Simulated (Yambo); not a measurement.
SrAgSF (space group P4/nmm, No. 129), G0W0@LDA (Yambo, plasmon pole, terminator in G, 4×4×1 mesh): gap Γ → Γ in eV by bands and screening block.

| bands (W and G) | 2 Ry | 3 Ry | 4 Ry | 5 Ry | 6 Ry |
|---|---|---|---|---|---|
| 61 | 2.68 | 2.67 | 2.67 | 2.68 | 2.68 |
| 83 | 2.39 | 2.39 | 2.41 | 2.42 | 2.42 |
| 111 | 2.25 | 2.25 | 2.28 | [?] | 2.31 |
| 146 | 2.18 | 2.18 | 2.22 | [?] | 2.25 |
| 181 | 2.15 | 2.15 | 2.18 | [?] | 2.22 |

Question: Estimate the withheld gaps from their neighbours; the computed values follow.

Answer: 
- 111, 5 Ry: 2.30
- 146, 5 Ry: 2.24
- 181, 5 Ry: 2.21

The largest settings aren't shown to be the converged limit.

Spin-orbit coupling is not included.

Geometry of the Materials Project entry, not relaxed at this level; primitive cell a = 4.1086 Å, b = 4.1086 Å, c = 9.1301 Å, α = 90.00°, β = 90.00°, γ = 90.00°.

The structure is a Materials Project entry; no match was found in the copy of COD used, and its stability was not checked.
